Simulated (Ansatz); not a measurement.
## Property card for BiB

BiB:
```
BiB
1.0
    0.00000     2.74498     2.74498
    2.74498     0.00000     2.74498
    2.74498     2.74498     0.00000
Bi B
1 1
Direct
  0.75000   0.75000   0.75000
  0.00000   0.00000   0.00000
```

Space group F-43m (No. 216), zinc blende; conventional cell a = b = c = 5.4900 Å, α = β = γ = 90.00°.

Method: r²SCAN in the plane-wave PAW code Ansatz. Structure relaxed to zero pressure with the same functional. Other levels are named where they apply.

### Cell and energy

- Volume per atom = 20.68 Å³
- Density = 8.82 g/cm³
- Formation energy from the elements (no fitted shifts) = 74 kJ/mol of atoms

### Electronic structure

* **Band gap**: 0.39 eV (direct)
* **Valence-band maximum**: at Γ
* **Conduction-band minimum**: at Γ
* **Electron effective mass**: 0.025 mₑ (isotropic)
* **Electron effective mass with spin–orbit coupling**: 0.018 mₑ (isotropic)
* **Hole effective mass, band 1 of 3 at the edge**: 0.21 along [100], 1.4 along [110], 0.48 along [111] (mₑ)
* **Hole effective mass, band 2 of 3 at the edge**: 0.21 along [100], 0.21 along [110], 0.48 along [111] (mₑ)
* **Hole effective mass, band 3 of 3 at the edge**: 0.024 along [100], 0.022 along [110], 0.022 along [111] (mₑ)
* **HSE06 gap on the r²SCAN cell**: 0.89 eV
* **Gap with spin–orbit coupling**: 0.18 eV
* **Z2 indices of the occupied bands with spin–orbit coupling**: 0;(000)

### Mechanics

- Bulk modulus (Birch–Murnaghan fit) = 79.5 GPa
- Pressure derivative B′ = 4.7
- Elastic constants (relaxed ions, GPa) = C11 = 147, C12 = 46.8, C44 = 80.5
- Mechanical stability = stable (all eigenvalues of C positive)
- Hill bulk and shear moduli = 80.2 and 66.6 GPa
- Young's modulus = 156 GPa
- Poisson's ratio = 0.17
- Debye temperature from the elastic constants = 328 K
- Piezoelectric stress constants (proper, relaxed ions, C/m²) = e14 = e25 = e36 = 0.17

### Phonons

* **Highest zone-centre frequency (without LO–TO term)**: 534 cm⁻¹
* **Zone-centre stability**: no imaginary mode at Γ

### Charges

* **Bader charges**: Bi +0.40, B -0.40 e

A made-up cell: these elements were put on the sites of a structure type; neither database checked (COD, Materials Project) lists it. Its standing as an ambient phase is unchecked. Symmetry was held in the r²SCAN relaxation. Signs of piezoelectric constants follow the polarity of the cell as given. The references are the lowest solids computed at this level, not always the standard phases. Spin–orbit coupling is left out wherever it is not named.

Potentials: the later of the program's two PAW sets.
